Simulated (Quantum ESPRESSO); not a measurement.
# SrO (changed cell): field gradients at the nuclei

```xyz
2
Lattice="0.0000 2.5709 2.6096 2.5709 0.0000 2.6096 2.5709 2.5709 0.0000" Properties=species:S:1:pos:R:3 pbc="T T T"
Sr     2.5709     2.5709     2.6096
O      0.0000     0.0000     0.0000
```
The cell was made here from a computed Materials Project entry: strained by +1 % along the cube axis and by -0.5 % across it, atoms relaxed (PBE without dispersion, pw.x of a modified build of Quantum ESPRESSO, symmetry kept). The parent is SrO in Fm-3m. Stability against distortions was not tested.

Computed: field gradients by the PAW reconstruction of the field gradient on a scalar-relativistic PBE ground state (Quantum ESPRESSO, JTH datasets), 22.5 Ha, k-mesh 8×8×8 through Γ.

```csv
site,site symmetry,Vzz (a.u.),η_Q,∣C_Q∣ (MHz)
Sr (atom 1),4/mmm,0.150,0.00,10.8 (⁸⁷Sr)
O (atom 2),4/mmm,0.051,0.00,0.31 (¹⁷O)
```

Quadrupole moments taken as inputs (sizes, barn, from the tables of PySCF and pymatgen): ⁸⁷Sr 0.305, ¹⁷O 0.0256.

Principal values are ordered |Vxx| ≤ |Vyy| ≤ |Vzz|, η = (Vxx − Vyy)/Vzz, and C_Q = eQVzz/h is given by its size. Cores are frozen. Against all-electron runs on small test molecules, this scheme's |Vzz| missed by −2 to +6 % on O. Sr had no test against all-electron runs. The structure is static (0 K, no zero-point motion).
